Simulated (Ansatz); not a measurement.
**Au: stationary points along a deformation path**

The calculation used DFT r2SCAN, scalar-relativistic, plane waves, PAW (Ansatz). Settings: plane waves to 500 eV, k-mesh 28×28×28 (Γ-centred), Gaussian smearing 0.15 eV. Spin–orbit coupling is left out, which can shift energies with elements as heavy as these. No spin polarisation. Energies are free energies at this smearing, counted from the undisturbed cell; pressure is positive in compression.

The undisturbed cell (relaxed at this level):

```xyz
1
Lattice="0.0000 2.0621 2.0621 2.0621 0.0000 2.0621 2.0621 2.0621 0.0000" Properties=species:S:1:pos:R:3 pbc="T T T"
Au    0.0000    0.0000    0.0000
```

At fixed volume and fractional coordinates, lengths along (0.000, 0.000, 1.000) are scaled against those across it; ρ is that ratio over its starting value. V = 17.536 Å³/atom. Δσ is the stress along the axis less the mean stress across it (compression positive).

```csv
ρ,ΔE (meV/atom),Δσ (GPa),space group
0.707,19.8,0.00,Im-3m
0.850,11.5,1.07,I4/mmm
1.000,0.0,0.00,Fm-3m
1.200,50.4,-9.71,I4/mmm
1.414,281.9,-31.19,I4/mmm
```

Q: How does the stress give the slope of the energy, and where is the energy stationary?

A: Along the path d ln(length) is 2/3 d ln ρ on the axis and −1/3 d ln ρ across it, so dE/d ln ρ = −(2/3) V Δσ: the energy falls with ρ where Δσ is positive. Δσ vanishes or changes sign at ρ = 0.707 (Im-3m, an end of the scan), at 19.8 meV/atom; at ρ = 1.000 (Fm-3m), a minimum at 0.0 meV/atom. Pairs of stationary points between two samples would go unseen, and could change a minimum read from distant neighbours into a maximum. At ρ = 0.707, 1.000 the cell is cubic, where symmetry alone makes the stress isotropic and the slope zero.

In a metal these slopes depend on the k mesh and the smearing.